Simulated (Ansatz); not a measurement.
A sound run on EuSn₃ (Pm-3m), total moment held at 7.5 μB (DFT, LDA, all-electron LAPW, scalar-relativistic (Ansatz 0.2.0)):

```yaml
crystal:
  lattice:
    - [4.7644144033, 0.0, 0.0]
    - [0.0, 4.7644144033, 0.0]
    - [0.0, 0.0, 4.7644144033]
  atoms:
    - { symbol: Eu, position: [0.0, 0.0, 0.0], spin: 7.5 }
    - { symbol: Sn, position: [0.0, 0.5, 0.5] }
    - { symbol: Sn, position: [0.5, 0.5, 0.0] }
    - { symbol: Sn, position: [0.5, 0.0, 0.5] }
magnetization:
  spin_polarized: true
  initial_magnetization: 7.5
  spin_locking: { lock_magnetization: hard }
kpoints:
  mp_grid: { grid: [6, 6, 6] }
scf:
  occupations: { method: fermi_dirac, width: 0.05 }
hamiltonian:
  xc: lda
  pseudopotentials: { kind: all_electron, lapw: { basis_error: 0.001 } }
output:
  forces: true
  stress: true
  eigenvalues: false
```

It converged in 13 iterations. Site moments (μB): Eu1 6.95, Sn2 0.11, Sn3 0.11, Sn4 0.11. Cell moment 7.50 μB. Pressure -3.81 GPa.

The input is then changed, output keys apart:

```diff
+  dispersion: d3bjatm
```

How does the run end?

The calculation finished and met its thresholds. Free energy -798709.0633 eV against -798707.5499 eV (not comparable, since the functional, the files or the filling changed), cell moment 7.50 μB, pressure -5.98 GPa.
```
Warning: the engine holds no damping parameters fitted to this dispersion correction and functional, so the run takes those fitted to pbe (hamiltonian.dispersion, under Limitations)
settings of this run that can trade accuracy for cost: output.eigenvalues: false. Do not mix this run's numbers with those of runs without the same settings; the input reference describes each key
LAPW: plane waves up to 7.205 Å⁻¹, error target 1.0e-3 eV per atom; small_component_spin mean_spin; Sn in spheres of 1.553 Å, 22 of its electrons in bands, Dirac shells []; Eu in spheres of 1.815 Å, 27 of its electrons in bands, Dirac shells [] (how accurate: hamiltonian.pseudopotentials.lapw.basis_error, Limitations)
Engine: ansatz 0.2.0
Pseudopotentials: kind: all_electron
Pseudopotential: Eu, LAPW, valence charge 27, lapw/all_electron/scalar/gaussian/Eu, Koelling and Harmon's equation, gaussian nucleus
Pseudopotential: Sn, LAPW, valence charge 22, lapw/all_electron/scalar/gaussian/Sn, Koelling and Harmon's equation, gaussian nucleus
Functional definition: SPW92
  exchange = slater_x
  correlation = pw_c
Crystal: 4 atoms, lattice volume = 108.151 Å³
Basis set: ecut = 197.77873951794334 eV, 691 PW (Γ), exchange–correlation at level 2
Bands: 61, of which v1, the nominal top of the filled ones, is band 47 counted from 1 (46 counted from 0)
Symmetry: 48 space group operations
Space group: Pm-3m (ITA 221), of the structure as read, at distance tolerance 4.8e-5 Å
Magnetic group: BNS 221.92 (UNI 1594), of the structure as read, at distance tolerance 4.8e-5 Å
k-points: 20 of 216
Non-local potential: Eu, projectors of the file, none
Non-local potential: Sn, projectors of the file, none
Initial density: superposition of atomic densities (chi_scale 0.1, normalization cell)
Starting moments: Σ|m| = 7.5 μB on 1 of 4 sites
[...]
  E_xc         = -19473.795035
  E_electrostatic = -1628566.050426  (all electrons and nuclei)
  E_disp       = -1.513333  (pairwise vdW)
  E_smearing   = -0.017902  (= −TS)
  E_closure    = 0.000000  (closes the sum)
  E_atoms      = -798681.552129  (free atoms, spherical and without spin; not in F)
  Σ components = -798709.063259   (vs F -798709.063259, Δ=0.00e0)
  Basis errors (estimates in eV, not in F): energy 1.9e-4 per atom: plane waves 1.7e-4 (8.5e-5 summed), levels above the bands 1.9e-37, relativity 2.5e-8, radial functions 2.9e-5, core shells 4.4e-7; eigenvalues (radial functions only) 9.1e-6; not estimated: angular momenta, meshes, grids; target (lapw.basis_error) 1.0e-3; muffin-tin radii Sn 1.553 Å, Eu 1.815 Å
--- Forces (eV/Å), atoms counted from 1 ---
  atom   1  Eu    -0.00000000     0.00000000     0.00000000
  atom   2  Sn     0.00000000     0.00000000     0.00000000
  atom   3  Sn     0.00000000    -0.00000000     0.00000000
  atom   4  Sn    -0.00000000     0.00000000     0.00000000
  max |Σ_I F_I| component: 8.22e-32 eV/Å
--- Stress (GPa, compression-positive) ---
       -5.982525      -0.000000       0.000000
       -0.000000      -5.982525       0.000000
        0.000000       0.000000      -5.982525
  P = ⅓ Tr σ = -5.9825 GPa (-59.825 kbar)
settings of this run that can trade accuracy for cost: output.eigenvalues: false. Do not mix this run's numbers with those of runs without the same settings; the input reference describes each key
```
